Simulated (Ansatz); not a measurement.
ZrO$_{2}$:
```xyz
6
Lattice="3.6208 0.0000 0.0000 0.0000 3.6208 0.0000 0.0000 0.0000 5.2838" Properties=species:S:1:pos:R:3 pbc="T T T"
Zr     0.0000     0.0000     0.0000
Zr     1.8104     1.8104     2.6419
O      0.0000     1.8104     1.6245
O      0.0000     1.8104     4.2664
O      1.8104     0.0000     1.0174
O      1.8104     0.0000     3.6593
```

Plane-wave PAW PBE (Ansatz code) gives a gap of 4.04 eV without spin–orbit coupling, maximum on the M–Γ line, 53 % of the way from M, minimum at Γ.

Problem. What happens when spin–orbit coupling is switched on?

Solution. The gap is nearly the same, to 4.04 eV; maximum on the M–Γ line, 54 % of the way from M, minimum at Γ.

Problem. Give the electron effective mass with spin–orbit coupling.

Solution. 0.61, 0.61, 2.3 mₑ (principal values).

Problem. Give the hole effective mass with spin–orbit coupling.

Solution. 0.73, 2.1, 7.6 mₑ (principal values).

Space group P4_2/nmc. This is a known high-temperature phase of the composition, computed here at zero pressure and temperature. Symmetry was held in the PBE relaxation; whether a distortion lowers the energy is not shown. No spin polarisation was allowed.

Potentials: the earlier of the program's two PAW sets.
